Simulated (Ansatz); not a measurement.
System: CuZn (CsCl type, first atom moved by 0.06 Å along [111]), 2 atoms in the cell.

The calculation used HSE06, plane waves, PAW datasets (generated soft set 1) in Ansatz 0.2.0 development build.

Cutoff 300 eV; exchange singularity: Wigner-Seitz; k-mesh 4×4×4 Γ-centred; Fermi–Dirac smearing of 0.1 eV; no spin polarisation.

```xyz
2
Lattice="2.9700 0.0000 0.0000 0.0000 2.9700 0.0000 0.0000 0.0000 2.9700" Properties=species:S:1:pos:R:3:forces:R:3 pbc="T T T" pressure_GPa=-0.40
Cu    0.0346    0.0346    0.0346   -0.1389   -0.1389   -0.1389
Zn    1.4850    1.4850    1.4850    0.1389    0.1389    0.1389
```

Forces are in eV/Å.

- Largest force: 0.241 eV/Å on Cu1 and Zn2
- Smearing term TS: 10.6 meV/atom
- Valence electrons: 31
- Irreducible k-points: 13
- CPU time: of the order of 20 core-seconds on a shared host

The stress includes the program's correction for the finite plane-wave basis, here a large one of 13.7 GPa.

The k-mesh is coarse, so these values belong to this mesh and can lie far from the converged ones. The cutoff lies below the one recommended for these datasets.
